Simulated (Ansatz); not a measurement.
CoW (rock salt, Fm-3m) at seven volumes, DFT-r²SCAN in the program Ansatz with PAW potentials, scaled uniformly. One row is withheld.

```csv
V (Å³/atom),P (GPa)
12.859,?
13.283,17.82
13.707,8.17
14.131,-0.01
14.555,-6.92
14.979,-12.80
15.403,-17.79
```

**Question.** Fit the shown pressures and predict the withheld one.

**Answer.** P = (3/2)B₀(x^(7/2) − x^(5/2))[1 + (3/4)(B′ − 4)(x − 1)] with x = (V₀/V)^(2/3). Least squares on the six rows gives V₀ = 14.131 Å³/atom, B₀ = 250 GPa, B′ = 4.50. At V = 12.859, x = 1.0649 and P = 29.18 GPa. The run itself gave 29.17 GPa.

The start of the workflow was typed in or built on a structure type; neither database checked (COD, Materials Project) lists it. Whether it is the stable phase at ambient conditions was not checked. Symmetry was held in the r²SCAN relaxation; its stability against distortions is not shown here. The workflow began spin-polarised and lost its moments. Its formation energy is positive at this level, so the cell may be metastable or incomplete. Other orbital occupations within this spin state were not tried. Spin–orbit coupling is left out wherever it is not named.

Potentials: the earlier of the program's two PAW sets.
